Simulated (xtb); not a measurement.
xtb single point, GFN2-xTB, GBSA implicit water, on p-cresol, C7H8O (SMILES Cc1ccc(O)cc1), charge 0, multiplicity 1.

```
xtb m.xyz --gfn 2 --chrg 0 --uhf 0 --norestart --sp --gbsa water

16

C     -2.801803     0.198726     0.263415
C     -1.306099     0.095554     0.277905
C     -0.513941     1.234953     0.273778
C      0.866146     1.144632     0.266184
C      1.482406    -0.099673     0.262066
O      2.838468    -0.238796     0.256673
C      0.699172    -1.248768     0.265549
C     -0.677180    -1.144218     0.273028
H     -3.253521    -0.654276     0.764492
H     -3.132558     1.111530     0.753592
H     -3.166208     0.217095    -0.764492
H     -0.979632     2.210150     0.277458
H      1.468923     2.043928     0.265071
H      3.253521     0.631882     0.257422
H      1.187758    -2.210150     0.264106
H     -1.275480    -2.043890     0.276610
```

Output:

```

          ...................................................
          :                      SETUP                      :
          :.................................................:
          :  # basis functions                  40          :
          :  # atomic orbitals                  40          :
          :  # shells                           24          :
          :  # electrons                        42          :
          :  max. iterations                   250          :
          :  Hamiltonian                  GFN2-xTB          :
          :  restarted?                      false          :
          :  GBSA solvation                   true          :
          :  PC potential                    false          :
          :  electronic temp.          300.0000000     K    :
          :  accuracy                    1.0000000          :
          :  -> integral cutoff          0.2500000E+02      :
          :  -> integral neglect         0.1000000E-07      :
          :  -> SCF convergence          0.1000000E-05 Eh   :
          :  -> wf. convergence          0.1000000E-03 e    :
          :  Broyden damping             0.4000000          :
          :  net charge                          0          :
          :  unpaired electrons                  0          :
          ...................................................

 iter      E             dE          RMSdq      gap      omega  full diag
   1    -23.4896691 -0.234897E+02  0.436E+00    4.14       0.0  T
   2    -23.5011734 -0.115043E-01  0.255E+00    4.25       1.0  T
   3    -23.4978082  0.336520E-02  0.800E-01    4.04       1.0  T
   4    -23.5030380 -0.522982E-02  0.196E-01    4.18       1.0  T
   5    -23.5031838 -0.145747E-03  0.719E-02    4.20       1.0  T
   6    -23.5031998 -0.160356E-04  0.396E-02    4.19       1.0  T
   7    -23.5032029 -0.303112E-05  0.943E-03    4.19       2.6  T
   8    -23.5032032 -0.312386E-06  0.435E-03    4.19       5.7  T
   9    -23.5032032 -0.251841E-07  0.261E-03    4.19       9.6  T
  10    -23.5032032 -0.334339E-07  0.693E-04    4.19      36.1  T
  11    -23.5032032 -0.113358E-08  0.204E-04    4.19     122.7  T

   *** convergence criteria satisfied after 11 iterations ***

         #    Occupation            Energy/Eh            Energy/eV
      -------------------------------------------------------------
         1        2.0000           -0.7069166             -19.2362
       ...           ...                  ...                  ...
        15        2.0000           -0.4752979             -12.9335
        16        2.0000           -0.4508449             -12.2681
        17        2.0000           -0.4438551             -12.0779
        18        2.0000           -0.4337494             -11.8029
        19        2.0000           -0.4170618             -11.3488
        20        2.0000           -0.4012078             -10.9174
        21        2.0000           -0.3736487             -10.1675 (HOMO)
        22                         -0.2195808              -5.9751 (LUMO)
        23                         -0.2074544              -5.6451
        24                         -0.0852590              -2.3200
        25                          0.0737970               2.0081
        26                          0.1088409               2.9617
       ...                                ...                  ...
        40                          0.6658484              18.1187
      -------------------------------------------------------------
                  HL-Gap            0.1540679 Eh            4.1924 eV
             Fermi-level           -0.2966148 Eh           -8.0713 eV


         :::::::::::::::::::::::::::::::::::::::::::::::::::::
         ::                     SUMMARY                     ::
         :::::::::::::::::::::::::::::::::::::::::::::::::::::
         :: total energy             -23.130638790656 Eh    ::
         :: total w/o Gsasa/hb       -23.125967193202 Eh    ::
         :: gradient norm              0.003406337150 Eh/a0 ::
         :: HOMO-LUMO gap              4.192402292918 eV    ::
         ::.................................................::
         :: SCC energy               -23.503191484660 Eh    ::
         :: -> isotropic ES            0.027789441155 Eh    ::
         :: -> anisotropic ES          0.003867251996 Eh    ::
         :: -> anisotropic XC          0.009880073247 Eh    ::
         :: -> dispersion             -0.011624511569 Eh    ::
         :: -> Gsolv                  -0.007258073088 Eh    ::
         ::    -> Gelec               -0.002586475634 Eh    ::
         ::    -> Gsasa               -0.002518671321 Eh    ::
         ::    -> Ghb                 -0.004010369260 Eh    ::
         ::    -> Gshift               0.001857443127 Eh    ::
         :: repulsion energy           0.372552694004 Eh    ::
         :: add. restraining           0.000000000000 Eh    ::
         :: total charge               0.000000000000 e     ::
[... lines cut ...]

     #   Z          covCN         q      C6AA      α(0)
     1   6 C        3.757    -0.117    22.802     6.808
     2   6 C        2.965     0.006    27.874     8.660
     3   6 C        2.926    -0.044    29.099     8.846
     4   6 C        2.917    -0.076    29.897     8.966
     5   6 C        2.847     0.139    24.957     8.188
     6   8 O        1.659    -0.446    21.761     6.297
     7   6 C        2.918    -0.061    29.517     8.909
     8   6 C        2.927    -0.044    29.095     8.846
     9   1 H        0.925     0.047     2.354     2.399
    10   1 H        0.925     0.048     2.348     2.396
    11   1 H        0.924     0.053     2.282     2.362
    12   1 H        0.926     0.038     2.480     2.463
    13   1 H        0.925     0.034     2.523     2.484
    14   1 H        0.805     0.345     0.600     1.216
    15   1 H        0.926     0.040     2.446     2.446
    16   1 H        0.926     0.038     2.482     2.464

 Mol. C6AA /au·bohr⁶  :       2805.556327
 Mol. C8AA /au·bohr⁸  :      66895.037642
 Mol. α(0) /au        :         83.751313

Wiberg/Mayer (AO) data.
largest (>0.10) Wiberg bond orders for each atom

 ---------------------------------------------------------------------------
     #   Z sym  total        # sym  WBO       # sym  WBO       # sym  WBO
 ---------------------------------------------------------------------------
     1   6 C    3.995 --     2 C    1.025    10 H    0.982     9 H    0.982
                            11 H    0.968
     2   6 C    3.989 --     3 C    1.412     8 C    1.401     1 C    1.025
     3   6 C    3.991 --     4 C    1.447     2 C    1.412    12 H    0.969
                             7 C    0.108
     4   6 C    3.987 --     3 C    1.447     5 C    1.377    13 H    0.966
                             8 C    0.106
     5   6 C    3.937 --     4 C    1.377     7 C    1.365     6 O    1.063
     6   8 O    2.078 --     5 C    1.063    14 H    0.861
     7   6 C    3.989 --     8 C    1.460     5 C    1.365    15 H    0.969
                             3 C    0.108
     8   6 C    3.991 --     7 C    1.460     2 C    1.401    16 H    0.969
                             4 C    0.106
     9   1 H    0.997 --     1 C    0.982
    10   1 H    0.997 --     1 C    0.982
    11   1 H    0.996 --     1 C    0.968
    12   1 H    0.999 --     3 C    0.969
    13   1 H    0.999 --     4 C    0.966
    14   1 H    0.881 --     6 O    0.861
    15   1 H    0.998 --     7 C    0.969
    16   1 H    0.999 --     8 C    0.969
 ---------------------------------------------------------------------------


molecular dipole:
                 x           y           z       tot (Debye)
 q only:       -0.245       0.557      -0.013
   full:       -0.200       0.725      -0.021       1.912
molecular quadrupole (traceless):
                xx          xy          yy          xz          yz          zz
 q only:        2.681       5.035      -0.065      -0.059       0.398      -2.616
  q+dip:        2.725       6.777       2.812       0.034       0.517      -5.537
   full:        2.270       6.790       1.222       0.042       0.516      -3.491

           -------------------------------------------------
          | TOTAL ENERGY              -23.130638790656 Eh   |
          | GRADIENT NORM               0.003406337150 Eh/α |
          | HOMO-LUMO GAP               4.192402292918 eV   |
           -------------------------------------------------
```

The total energy is -629.42 eV, -0.17 eV from the same level's vacuum run.
